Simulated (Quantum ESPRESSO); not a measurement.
Space group P6₃/mmc (No. 194); a = 4.9202 Å, b = 4.9202 Å, c = 8.7652 Å, α = 90.00°, β = 90.00°, γ = 120.00°

| atom | site | symmetry | x | y | z |
|---|---|---|---|---|---|
| Na | 2b | -6m2 | 0.0000 | 0.0000 | 0.2500 |
| Na | 4f | 3m. | 0.6667 | 0.3333 | 0.0802 |
| P | 2c | -6m2 | 0.3333 | 0.6667 | 0.2500 |

The geometry is that of Materials Project entry mp-1598, symmetrised and not relaxed again.

**Question.** What does norm-conserving PBEsol (Quantum ESPRESSO, 88 Ry, no spin-orbit coupling) give for the electronic structure near the Fermi level?

**Answer.** The PBEsol gap is direct, 0.44 eV at Γ.
